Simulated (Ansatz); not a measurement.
NiBi:
```
CELL_PARAMETERS angstrom
      4.06365     0.00000     0.00000
     -2.03183     3.51923     0.00000
      0.00000     0.00000     5.11943
ATOMIC_POSITIONS crystal
  Ni 0.00000 0.00000 0.50000
  Ni 0.00000 0.00000 0.00000
  Bi 0.33333 0.66667 0.25000
  Bi 0.66667 0.33333 0.75000
```

Relaxed with LDA. Special points in fractions of this cell's reciprocal vectors: Γ (0.000, 0.000, 0.000); M (0.500, 0.000, 0.000); K (0.333, 0.333, 0.000); A (0.000, 0.000, 0.500); L (0.500, 0.000, 0.500); H (0.333, 0.333, 0.500).

Task: List the band energies nearest the Fermi level at these points for LDA (plane waves, PAW; program Ansatz).

Result: In eV from the Fermi level; about four levels below and three above (degenerate sets whole), none deeper than 8.9 eV; points with the same levels are listed once.

| k | below | above |
|---|---|---|
| Γ | -1.72 -1.72 -1.06 -1.06 | 0.20 0.82 0.82 |
| M | -1.35 -1.10 -1.03 -0.72 | 1.46 3.71 4.28 |
| K | -1.07 -1.07 -0.26 -0.26 | 0.44 0.44 3.34 |
| A | -1.77 -1.77 -1.77 -1.77 -0.22 -0.22 | 2.15 2.15 2.15 2.15 |
| L | -1.67 -1.67 -1.55 -1.55 | 0.45 0.45 1.45 1.45 |
| H | -1.26 -1.26 -1.07 -1.07 | 4.74 4.74 7.27 7.27 |

Space group P6_3/mmc (NiAs type). The workflow started from a Materials Project entry (that database holds measured and hypothetical structures alike); the Crystallography Open Database copy checked does not list it. Whether it is the stable phase at ambient conditions was not checked. The cell was relaxed with LDA under the symmetry of its start; of distortions, only those at the zone centre were tested. The run is not spin-polarised. Spin–orbit coupling is left out wherever it is not named.

Potentials: the later of the program's two PAW sets.
